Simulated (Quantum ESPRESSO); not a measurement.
# ZrV3HfTa2Rh: input and log of a self-consistent run

Simulated, not a measurement. The program is pw.x of Quantum ESPRESSO 7.5 (plane-wave density functional theory). The cell is made up: eight metal atoms on a hexagonal close-packed lattice, with elements, volume, strain and displacements drawn at random and not relaxed, so it may be unstable or far from any real phase. PseudoDojo standard norm-conserving files set the functional (PBE unless stated); there is no spin polarisation or spin-orbit coupling, the Fermi-Dirac width of 0.25 eV means electrons at about 2900 K, and the masses in the input are unused placeholders. Heavy elements are run without spin-orbit coupling, which real alloys of them have. A spin test at this wide smearing found no moment, but such smearing suppresses magnetism that the real alloy may have.

Input:

```
&control calculation='scf', pseudo_dir='./dojo.nc.sr.pbe.v0_5.standard.upf', outdir='./o', disk_io='minimal', tprnfor=.true., tstress=.true. /
&system ibrav=0, nat=8, ntyp=5, nbnd=71, ecutwfc=87.97787729, nosym=.true., tot_charge=0,
 occupations='smearing', smearing='fd', degauss=0.0183746611
/
&electrons conv_thr=1.470e-08, electron_maxstep=70, mixing_beta=0.5 /
ATOMIC_SPECIES
Hf 1.0 Hf.upf
Rh 1.0 Rh.upf
Ta 1.0 Ta.upf
V 1.0 V.upf
Zr 1.0 Zr.upf
CELL_PARAMETERS angstrom
2.8275 0.0 4.502
2.8275 0.0 -4.502
-2.8275 4.8974 0.0
ATOMIC_POSITIONS angstrom
Zr -0.1489 -0.0005 0.0073
V -1.4566 2.4424 0.1379
Hf 2.9725 1.782 -2.188
Ta 1.3776 4.1703 -2.3665
Rh 2.6779 -0.0219 0.1226
V 1.3293 2.3379 0.0143
V 2.9171 1.6478 2.1919
Ta 1.4548 4.0348 2.3073
K_POINTS automatic
6 6 5 1 1 1
```

The log is shortened where brackets say so; the opening notice, blank lines, dates and the lines on written files are dropped, and the path of the files is cut. It prints rydbergs, bohrs and kilobars, and counts compression as positive stress. Its total energy is the free energy E - TS of the whole cell.

```
     Program PWSCF v.7.5
     Parallel version (MPI & OpenMP), running on       4 processor cores
     Number of MPI processes:                 4
     Threads/MPI process:                     1
     [start-up lines left out]
     bravais-lattice index     =            0
     lattice parameter (alat)  =      10.0463  a.u.
     unit-cell volume          =     841.3957 (a.u.)^3
     number of atoms/cell      =            8
     number of atomic types    =            5
     number of electrons       =       106.00
     number of Kohn-Sham states=           71
     kinetic-energy cutoff     =      87.9779  Ry
     charge density cutoff     =     351.9115  Ry
     scf convergence threshold =      1.5E-08
     mixing beta               =       0.5000
     number of iterations used =            8  plain     mixing
     Exchange-correlation= PBE
                           (   1   4   3   4   0   0   0)
     [axes and pseudopotential details left out]
   Cartesian axes
     site n.     atom                  positions (alat units)
         1        Zr     tau(   1) = (  -0.0280083  -0.0000941   0.0013731  )
         2        V      tau(   2) = (  -0.2739889   0.4594196   0.0259392  )
         3        Hf     tau(   3) = (   0.5591323   0.3351972  -0.4115665  )
         4        Ta     tau(   4) = (   0.2591289   0.7844405  -0.4451427  )
         5        Rh     tau(   5) = (   0.5037175  -0.0041194   0.0230613  )
         6        V      tau(   6) = (   0.2500436   0.4397630   0.0026899  )
         7        V      tau(   7) = (   0.5487115   0.3099540   0.4123001  )
         8        Ta     tau(   8) = (   0.2736503   0.7589527   0.4340070  )
     number of k points=    90  Fermi-Dirac smearing, width (Ry)=  0.0184
                       cart. coord. in units 2pi/alat
        k(    1) = (   0.1566836   0.1990138   0.0000000), wk =   0.0222222
        k(    2) = (   0.1566836   0.4161197   0.0000000), wk =   0.0222222
     [further k points left out]
     Dense  grid:    93707 G-vectors     FFT dimensions: (  60,  60,  64)
     Estimated max dynamical RAM per process >     474.36 MB
     Estimated total dynamical RAM >       1.79 GB
     Initial potential from superposition of free atoms
     starting charge     105.9902, renormalised to     106.0000
     Starting wfcs are   80 randomized atomic wfcs
     total cpu time spent up to now is        7.6 secs
     per-process dynamical memory:   400.3 Mb
     Self-consistent Calculation
     iteration #  1     ecut=    87.98 Ry     beta= 0.50
     Davidson diagonalization with overlap
     ethr =  1.00E-02,  avg # of iterations =  2.5
     total cpu time spent up to now is       24.7 secs
     total energy              =   -1150.42831841 Ry
     estimated scf accuracy    <       2.25441784 Ry
     iteration #  2     ecut=    87.98 Ry     beta= 0.50
     Davidson diagonalization with overlap
     ethr =  2.13E-03,  avg # of iterations =  3.7
     total cpu time spent up to now is       43.0 secs
     total energy              =   -1150.77923752 Ry
     estimated scf accuracy    <      13.72682135 Ry
     iteration #  3     ecut=    87.98 Ry     beta= 0.50
     Davidson diagonalization with overlap
     ethr =  2.13E-03,  avg # of iterations =  2.8
     total cpu time spent up to now is       59.3 secs
     total energy              =   -1151.52429196 Ry
     estimated scf accuracy    <       4.31372210 Ry
     iteration #  4     ecut=    87.98 Ry     beta= 0.50
     Davidson diagonalization with overlap
     ethr =  2.13E-03,  avg # of iterations =  1.0
     total cpu time spent up to now is       72.2 secs
     total energy              =   -1151.79248023 Ry
     estimated scf accuracy    <       0.93181387 Ry
     iteration #  5     ecut=    87.98 Ry     beta= 0.50
     Davidson diagonalization with overlap
     ethr =  8.79E-04,  avg # of iterations =  1.0
     total cpu time spent up to now is       85.4 secs
     total energy              =   -1151.71705035 Ry
     estimated scf accuracy    <       0.47045519 Ry
     [iterations 6 to 15 left out]
     iteration # 16     ecut=    87.98 Ry     beta= 0.50
     Davidson diagonalization with overlap
     ethr =  6.72E-09,  avg # of iterations =  1.0
     total cpu time spent up to now is      253.0 secs
     total energy              =   -1151.79967155 Ry
     estimated scf accuracy    <       0.00000339 Ry
     iteration # 17     ecut=    87.98 Ry     beta= 0.50
     Davidson diagonalization with overlap
     ethr =  3.20E-09,  avg # of iterations =  1.0
     total cpu time spent up to now is      266.0 secs
     total energy              =   -1151.79967182 Ry
     estimated scf accuracy    <       0.00000003 Ry
     iteration # 18     ecut=    87.98 Ry     beta= 0.50
     Davidson diagonalization with overlap
     ethr =  2.74E-11,  avg # of iterations =  5.6
     total cpu time spent up to now is      287.3 secs
     total energy              =   -1151.79967183 Ry
     estimated scf accuracy    <       0.00000005 Ry
     iteration # 19     ecut=    87.98 Ry     beta= 0.50
     Davidson diagonalization with overlap
     ethr =  2.74E-11,  avg # of iterations =  2.0
     total cpu time spent up to now is      301.8 secs
     total energy              =   -1151.79967183 Ry
     estimated scf accuracy    <       0.00000010 Ry
     iteration # 20     ecut=    87.98 Ry     beta= 0.50
     Davidson diagonalization with overlap
     ethr =  2.74E-11,  avg # of iterations =  1.0
     total cpu time spent up to now is      314.7 secs
     End of self-consistent calculation
     [lines on levels left out]
!    total energy              =   -1151.79967183 Ry
     estimated scf accuracy    <          2.0E-09 Ry
     smearing contrib. (-TS)   =      -0.16622849 Ry
     internal energy E=F+TS    =   -1151.63344334 Ry
     The total energy is F=E-TS. E is the sum of the following terms:
     one-electron contribution =    -267.94744524 Ry
     hartree contribution      =     192.16828059 Ry
     xc contribution           =    -215.11178690 Ry
     ewald contribution        =    -860.74249178 Ry
     convergence has been achieved in  20 iterations
     Forces acting on atoms (cartesian axes, Ry/au):
     atom    1 type  5   force =    -0.04401879    0.00683785   -0.05604934
     atom    2 type  4   force =     0.01258269   -0.00199355   -0.01540118
     atom    3 type  1   force =    -0.05576732   -0.03942049    0.05984037
     atom    4 type  3   force =     0.01169758   -0.04245423    0.06386692
     atom    5 type  2   force =     0.04411135    0.01455501   -0.03674973
     atom    6 type  4   force =    -0.00884127    0.01877101   -0.02578908
     atom    7 type  4   force =     0.00892140    0.01837956   -0.00533957
     atom    8 type  3   force =     0.03131436    0.02532484    0.01562161
     Total force =     0.163414     Total SCF correction =     0.000138
     Computing stress (Cartesian axis) and pressure
          total   stress  (Ry/bohr**3)                   (kbar)     P=      218.28
   0.00147743   0.00022927   0.00002919          217.34       33.73        4.29
   0.00022927   0.00132841   0.00005179           33.73      195.42        7.62
   0.00002919   0.00005179   0.00164558            4.29        7.62      242.07
     init_run     :      7.19s CPU      7.45s WALL (       1 calls)
     electrons    :    300.13s CPU    307.14s WALL (       1 calls)
     forces       :      2.98s CPU      3.00s WALL (       1 calls)
     stress       :     10.44s CPU     10.45s WALL (       1 calls)
     [timing details left out]
     PWSCF        :   5m20.86s CPU   5m28.23s WALL
     JOB DONE.
```

In other units: free energy -15671.033 eV for the cell, pressure 21.83 GPa, largest force component 1.642 eV/Å in size. The run took 330 s of wall time with four MPI processes on a shared machine (AMD EPYC, Zen 5, virtual cores), so the time is rough. A rerun of this cell at a higher cutoff and on a denser mesh moved values by no more than 0.002 eV in energy, 0.02 GPa in stress and 0.004 eV/Å in force, and a second program with other atomic files agreed on that cell to 2 % rms in force and 0.5 GPa in pressure.